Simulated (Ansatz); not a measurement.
The elements of this relaxed trial crystal are hidden behind letters.

```
lattice vectors (Å)
   3.3704    0.0000    0.0000
   0.0000    3.3704    0.0000
   0.0000    0.0000    5.2956
fractional positions
X 0.0000 0.0000 0.6195
X 0.5000 0.5000 0.3252
Z 0.0000 0.0000 0.0999
```

These are results of DFT PBE, scalar-relativistic, plane waves, PAW (Ansatz 0.2.0), not measurements. Settings of the last relaxation (3-atom cell): 420 eV, 14×14×10 k points, Gaussian smearing of 0.10 eV, no spin polarisation.

```
Space group                                 : P4mm (No. 99)
Conventional cell                           : a = 3.370 Å, c = 5.296 Å
Volume per atom                             : 20.05 Å³
Density                                     : 3.56 g/cm³
Energy over the elements                    : +0.11 eV/atom
Gap on the 14×14×10 mesh of the 3-atom cell : 0 eV (a metal)
```

Energies are uncorrected and count from the elements' standard states at the same level.

Task: X is a p-block element of period 3 and Z is a p-block element of period 4. Which elements are they?

Result: X = Al, Z = As, so the formula is Al2As. Density times volume gives a mean mass of 3.56 × 20.05/1.6605 = 43.0 u per atom, and this set has 43.0 u. Al on its first site is surrounded by 1 As at 2.54 Å, 1 As at 2.75 Å and 4 Al at 2.85 Å; Al on its second site is surrounded by 4 As at 2.67 Å, 4 Al at 2.85 Å and 4 Al at 3.37 Å; As is surrounded by 6 Al at 2.54–2.75 Å. Other sets within the hints have nearly the same mass, so mass alone doesn't settle it; this one was computed.

An odd number of electrons in the primitive cell allows no gap without spin; a larger cell or a magnetic state could open one. The cell is a metal run without spin; a magnetic state may lie lower. Symmetry constrained the relaxation, so the result can be a saddle point.
